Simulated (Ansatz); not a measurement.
Consider the following.

ScGa₂:
```yaml
crystal:
  lattice:
    - [-2.04305, 3.29965, 3.93482]
    - [2.04305, -3.29965, 3.93482]
    - [2.04305, 3.29965, -3.93482]
  atoms:
    - { symbol: Ga, position: [0.70517, 0.15878, 0.54639] }
    - { symbol: Ga, position: [0.11239, 0.15878, 0.95361] }
    - { symbol: Ga, position: [0.29483, 0.84122, 0.45361] }
    - { symbol: Ga, position: [0.88761, 0.84122, 0.04639] }
    - { symbol: Sc, position: [0.30983, 0.55983, 0.75000] }
    - { symbol: Sc, position: [0.69017, 0.44017, 0.25000] }
```

This is the r²SCAN-relaxed structure.

Question: All from the program Ansatz at the r²SCAN level (PAW), unless another level is named. Estimate the formation energy from the elements (no fitted shifts).

Answer: -0.64 eV/atom.

Question: Give the density of states at the Fermi level.

Answer: 0.53 states/eV per atom (mean over ±0.08 eV).

Space group Imma. The workflow started from an entry of the Crystallography Open Database (COD). Its standing as an ambient phase is unchecked. The cell was relaxed with r²SCAN under the symmetry of its start; its stability against distortions is not shown here. The run is not spin-polarised. The references are the lowest solids computed at this level, not always the standard phases. Spin–orbit coupling is left out wherever it is not named.

Potentials: the later of the program's two PAW sets.
